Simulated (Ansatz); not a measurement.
The relaxed structure here is a generated cell of SnO: the first start was made by placing the elements on the sites of a structure type, and the end was not matched to a known phase here, so it may be hypothetical. Known forms of SnO include space group No. 129.

One starting cell of SnO (a generated trial cell of SnO in the h-BN structure type) was relaxed twice with Ansatz (plane waves, PAW, scalar-relativistic): with r2SCAN at 500 eV and with PBE at 420 eV. The r2SCAN result:

```cif
data_O2Sn2
_chemical_formula_sum 'Sn2 O2'
_space_group_name_H-M_alt 'P 1'
_space_group_IT_number 1
_cell_length_a 4.12621
_cell_length_b 4.12621
_cell_length_c 5.19504
_cell_angle_alpha 90.000
_cell_angle_beta 90.000
_cell_angle_gamma 120.000
loop_
_space_group_symop_operation_xyz
  'x, y, z'
loop_
_atom_site_label
_atom_site_type_symbol
_atom_site_fract_x
_atom_site_fract_y
_atom_site_fract_z
_atom_site_occupancy
Sn1 Sn 0.33333 0.66667 0.25000 1
Sn2 Sn 0.66667 0.33333 0.75000 1
O1 O 0.33333 0.66667 0.75000 1
O2 O 0.66667 0.33333 0.25000 1
```

```csv
quantity,r2SCAN,PBE
space group,P6₃/mmc,P6₃/mmc
volume (Å³/atom),19.15,___
a (Å),4.126,___
c (Å),5.195,___
"gap (eV, no spin-orbit coupling)",0.58,___
```

Task: What does PBE give for the same quantities?

Result: 
- volume (Å³/atom), PBE: 19.73
- a (Å), PBE: 4.171
- c (Å), PBE: 5.238
- gap (eV, no spin-orbit coupling), PBE: 0.48

Both levels end in the same structure; PBE's volume is 3.0 % larger; its gap is 0.10 eV smaller. Neither column is exact.

No spin polarisation in the result.

The run could not lower the symmetry of its start; a shaken copy of this end point relaxes with r2SCAN to P2₁/m (No. 11), 496 meV/atom lower.

Ansatz is a quantum-chemistry and plane-wave program.
